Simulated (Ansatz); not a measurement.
LiPb: clamped-ion strain scan

Method: DFT PBEsol, scalar-relativistic, plane waves, PAW in Ansatz. Cutoff 420 eV, Γ-centred 14×14×14 k-points, Gaussian smearing of 0.15 eV. Spin–orbit coupling is left out, which can shift energies with elements as heavy as these. No spin polarisation. Energies are free energies at this smearing, counted from the undisturbed cell; pressure is positive in compression.

Reference structure (as given, not relaxed at this level; it stands at -0.3 GPa, and it needn't be the usual structure):

```
CELL_PARAMETERS angstrom
3.52200 0.00000 0.00000
0.00000 3.52200 0.00000
0.00000 0.00000 3.52200
ATOMIC_POSITIONS crystal
Li 0.50000 0.50000 0.50000
Pb 0.00000 0.00000 0.00000
```

The cell is strained by ε times the Voigt pattern (1, 1, 0, 0, 0, 0) (xx, yy, zz, yz, xz, xy; engineering shear) with fractional coordinates fixed. The cell is metallic on the mesh throughout.

```
      ε  ΔE (meV/atom) stress summed along the pattern (GPa, tension positive) pressure (GPa)
-0.0200            3.1                                                    -3.03             1.2
-0.0150            1.4                                                    -2.04             0.8
-0.0100            0.3                                                    -1.11             0.4
-0.0050           -0.1                                                    -0.24             0.1
 0.0000            0.0                                                     0.59            -0.3
 0.0050            0.7                                                     1.38            -0.6
 0.0100            1.9                                                     2.14            -1.0
 0.0150            3.6                                                     2.85            -1.3
 0.0175            4.7                                                     3.20            -1.4
 0.0200            5.8                                                     3.53            -1.5
```